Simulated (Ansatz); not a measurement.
CsPbCl3:
```cif
data_Cl3CsPb
_chemical_formula_sum 'Pb1 Cl3 Cs1'
_space_group_name_H-M_alt 'P 1'
_space_group_IT_number 1
_cell_length_a 5.73310
_cell_length_b 5.73310
_cell_length_c 5.73310
_cell_angle_alpha 90.000
_cell_angle_beta 90.000
_cell_angle_gamma 90.000
loop_
_space_group_symop_operation_xyz
  'x, y, z'
loop_
_atom_site_label
_atom_site_type_symbol
_atom_site_fract_x
_atom_site_fract_y
_atom_site_fract_z
_atom_site_occupancy
Pb1 Pb 0.50000 0.50000 0.50000 1
Cl1 Cl 0.00000 0.50000 0.50000 1
Cl2 Cl 0.50000 0.00000 0.50000 1
Cl3 Cl 0.50000 0.50000 0.00000 1
Cs1 Cs 0.00000 0.00000 0.00000 1
```

Relaxed with PBE.

Give the optical modes at the zone centre with their infrared and Raman activity from DFPT, PBE (plane waves, PAW; program Ansatz).

Transverse frequencies, without the LO–TO term; a row sums one degenerate level.

| ω (cm⁻¹) | degeneracy | IR ((D/Å)²/amu) | Raman (Å⁴/amu) | activity | symmetry |
|---|---|---|---|---|---|
| 9i | 3 | 2.43 | 0 | IR | T1u |
| 33 | 3 | 0.00 | 0 | silent | T2u |
| 58 | 3 | 3.43 | 0 | IR | T1u |
| 113 | 3 | 28.77 | 0 | IR | T1u |

How high does the top mode go among those that the LO–TO term moves?

216 cm⁻¹ for q along x.

Space group Pm-3m (cubic perovskite). This is a known high-temperature phase of the composition, computed here at zero pressure and temperature. Symmetry was held in the PBE relaxation; phonons on a q-mesh show weakly imaginary modes. Scalar-relativistic: spin–orbit coupling is off unless named, which matters more the heavier the elements.

Potentials: the later of the program's two PAW sets.
